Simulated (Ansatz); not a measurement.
Bi₂Pd: stiffness from a series of strains

```
CELL_PARAMETERS angstrom
-1.68100 1.68100 6.49150
1.68100 -1.68100 6.49150
1.68100 1.68100 -6.49150
ATOMIC_POSITIONS crystal
Bi 0.36300 0.36300 0.00000
Bi 0.63700 0.63700 0.00000
Pd 0.00000 0.00000 0.00000
```

Atoms are numbered in the order listed.

The conventional cell has a = 3.362 Å, b = 3.362 Å, c = 12.983 Å, α = 90.00°, β = 90.00°, γ = 90.00°. Around Bi (atom 1) lie 4 Pd at 2.97 Å and 4 Bi at 3.36 Å. Pd (atom 3) has 8 Bi at 2.97 Å and 4 Pd at 3.36 Å as nearest neighbours.

The cell is COD entry 9012857, as deposited and not checked against the literature; nothing was relaxed.

Spin polarisation is left out, and whether a magnetic state lies lower isn't shown here.

Spin–orbit coupling is left out, though it moves levels of the heavy atoms by tenths of an eV or more.

Theory: DFT, PBEsol, all-electron LAPW, scalar-relativistic in Ansatz 0.2.0.

Numerical set-up: a Γ-centred 15×15×15 k mesh, Fermi–Dirac smearing of 0.08 eV, basis error target 1 meV/atom, no spin polarisation.

The strain is applied along the Cartesian axes of the cell as listed (the other components stay zero). Fractional coordinates are held (clamped ions).

σ is the change of stress from the unstrained cell, which is at -1.23 GPa; tension is positive, so slopes are stress–strain coefficients at that pressure. In a metal the k mesh adds noise.

Only quantities that a quadratic follows smoothly over the whole series are listed; rougher ones are left out.

```tsv
εzz	σzz (GPa)	σxx (GPa)
-0.0200	-2.17	-1.47
0.0000	0.00	0.00
0.0100	0.99	0.67
0.0200	1.91	1.30
```

**Question.** Fit the series and read off the stiffness at zero strain.

**Answer.** Least-squares fits y = p0 + p1 x + p2 x² to the rows give σzz (GPa): p1 = 102, p2 = -330; σxx (GPa): p1 = 69.2, p2 = -210. So C33 = 102 GPa and C13 = 69 GPa, for these axes.

**Question.** One run, at εzz = -0.0100, is withheld. Predict its row.

**Answer.** The fits give -1.05, -0.71; the run gave -1.05, -0.71.
